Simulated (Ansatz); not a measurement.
Clean, relaxed (001) surface of Al, space group P6_3/mmc (No. 194) (top face towards +c; atoms held fixed, by place in the list: 1, 2, 3, 4):

```xyz
8
Lattice="2.8363 0.0000 0.0000 -1.4181 2.4563 0.0000 0.0000 0.0000 33.3138" Properties=species:S:1:pos:R:3 pbc="T T T"
Al    0.0000    1.6375    8.5000
Al    0.0000    0.0000   10.8305
Al    1.4181    0.8188   13.1611
Al    0.0000    0.0000   15.4916
Al    0.0000    1.6375   17.8037
Al    0.0000    0.0000   20.1443
Al    1.4181    0.8188   22.4875
Al    0.0000    0.0000   24.8655
```

These are results of DFT PBEsol, scalar-relativistic, plane waves, PAW in Ansatz, not measurements. Plane waves to 420 eV, a k mesh through Γ of 12×12×1 on the computed 8-atom cell and Gaussian smearing (0.10 eV); no spin polarisation. A dipole correction removes the field between periodic images along c.

C (atom) is adsorbed on the top face, one adsorbate per 7.0 Å², and relaxed from 3 starting sites (fractions of a and b). E_ads counts from the clean slab and the free adsorbate (spin-polarised where it has unpaired electrons); negative means bound. Heights count from the highest slab atom after relaxation. Δφ is the top face's. Δp counts per cell along +c. Bonded neighbours lie within 1.25 times the sum of covalent radii (1.35 for H) and, on that scale, within 12 % of the closest. With the adsorbate the cell is lengthened along c to keep the vacuum.

```tsv
start	ends at	E_ads (eV)	height (Å)	shortest contact	Δφ (eV)	Δp (e·Å)
top (Al) at (0.00, 0.00)	(0.00, 0.00), 1 bonded neighbour (Al)	-3.26	1.98	C–Al 1.98 Å	+3.22	-0.124
hollow (Al-Al-Al) at (0.33, 0.67)	(0.33, 0.67), 3 bonded neighbours (Al)	-4.73	1.12	C–Al 1.99 Å	+2.96	-0.115
bridge (Al-Al) at (0.50, 0.00)	(0.35, 0.70), 3 bonded neighbours (Al)	-4.73	1.12	C–Al 1.98 Å	+2.96	-0.115
```

Among the sites tried, the lowest end comes from the hollow (Al-Al-Al) at (0.33, 0.67) start; the bridge (Al-Al) at (0.50, 0.00) start ended within 0.02 eV of it, though not always at the same place; other sites may lie lower.

Each end is the local minimum or symmetric point that its start leads to. This isn't the usual crystal structure of Al.

The adsorbed runs have no spin polarisation, so weakly bound open-shell ends lie too high.